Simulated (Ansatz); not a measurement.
Ga:
```yaml
crystal:
  lattice:
    - [2.23967, -3.79813, 0.00000]
    - [2.23967, 3.79813, 0.00000]
    - [0.00000, 0.00000, 4.48580]
  atoms:
    - { symbol: Ga, position: [0.65594, 0.34406, 0.41663] }
    - { symbol: Ga, position: [0.34406, 0.65594, 0.58337] }
    - { symbol: Ga, position: [0.84406, 0.15594, 0.91663] }
    - { symbol: Ga, position: [0.15594, 0.84406, 0.08337] }
```

Relaxed with PBEsol. Special points in fractions of this cell's reciprocal vectors: Γ (0.000, 0.000, 0.000); Y (-0.500, 0.500, 0.000); C0 (-0.337, 0.663, 0.000); Σ0 (0.337, 0.337, 0.000); Z (0.000, 0.000, 0.500); A0 (0.337, 0.337, 0.500); E0 (-0.337, 0.663, 0.500); T (-0.500, 0.500, 0.500); S (0.000, 0.500, 0.000); R (0.000, 0.500, 0.500).

Task: List the band energies nearest the Fermi level at these points for PBEsol with spin–orbit coupling (plane waves, PAW; program Ansatz).

Result: In eV from the Fermi level; about four levels below and three above (degenerate sets whole), none deeper than 8.9 eV; points with the same levels are listed once.

| k | below | above |
|---|---|---|
| Γ | -1.75 -1.75 -0.81 -0.81 | 0.86 0.86 0.93 0.93 |
| Y | -1.76 -1.76 -1.62 -1.62 | 1.05 1.05 1.17 1.17 |
| C0 | -0.20 -0.20 -0.10 -0.10 | 0.98 0.98 1.99 1.99 |
| Z | -0.08 -0.08 -0.08 -0.08 | 0.06 0.06 0.06 0.06 |
| A0 | -3.76 -3.76 -3.76 -3.76 | 4.09 4.09 4.14 4.14 |
| T | -0.99 -0.99 -0.99 -0.99 | 6.79 6.79 6.79 6.79 |
| S | -1.44 -1.44 -1.44 -1.44 | 0.71 0.71 0.71 0.71 |
| R | -1.62 -1.62 -1.61 -1.61 | 0.48 0.48 0.50 0.50 |

Space group Cmce (α-Ga). The PBEsol relaxation kept the symmetry of its start; of distortions, only those at the zone centre were tested.

Potentials: the earlier of the program's two PAW sets.
